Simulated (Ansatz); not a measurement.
A plane-wave DFT run in Ansatz 0.2.0 (scalar-relativistic PAW potentials unless the input names others): input and command.

```yaml
crystal:
  lattice:
    - [0.0, 1.99955, 1.99955]
    - [1.99955, 0.0, 1.99955]
    - [1.99955, 1.99955, 0.0]
  atoms:
    - { symbol: Ti, position: [0.0, 0.0, 0.0] }
basis:
  ecutwfc: 500
kpoints:
  mp_grid: { grid: [20, 20, 20], kspacing: 0.3 }
hamiltonian:
  xc: r2scan
scf:
  occupations: { method: gaussian, width: 0.15 }
  max_iter: 100
output:
  forces: true
  eigenvalues: true
  stress: true
```

```bash
ansatz run input.yaml --threads 1 --pin off --max-ram 2560MiB --backend cpu --events-out ev --progress --plain --runs-dir out
```

Problem. Will this input run?

Solution. The program refuses it, because of a mesh typed together with a spacing (kpoints.mp_grid.kspacing: not typed → 0.3). Without that key it is accepted.

Abridged log:
```
Error: invalid value for `kpoints.mp_grid.kspacing`: mutually exclusive with `grid` — set one or the other
```